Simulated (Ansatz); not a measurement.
Rh (fcc (Cu type)), relaxed and computed with several functionals in Ansatz (plane waves, PAW). Much of their spread follows the volume that each gives.

```tsv
functional	V (Å³/atom)	K_Hill (GPa)
PBEsol	13.50	?
r²SCAN+D4	13.59	292
LDA	13.23	317
PBE	14.05	257
PBE+D3(BJ)	13.65	281
```

### Question
Fit a straight line to ln K against ln V and predict the withheld value.

### Answer
Least squares on the 4 shown rows: ln K = -3.52 × ln V + (14.850), with a scatter of 0.8 %. For PBEsol this gives 295. The run itself gave 295, a miss of 0.0 % of that.

All cells were relaxed under the symmetry of their starts (and spin orders); stability against distortions was not tested throughout. Named crystals with no word on spin ran without spin polarisation. Scalar-relativistic: spin–orbit coupling is off unless named, which matters more the heavier the elements.

Potentials: the earlier of the program's two PAW sets. The files were generated under PBE; for other functionals the program regenerates the frozen cores, and for LDA and PBEsol the local potential too.

Ansatz (a first-principles code) is a plane-wave DFT program.
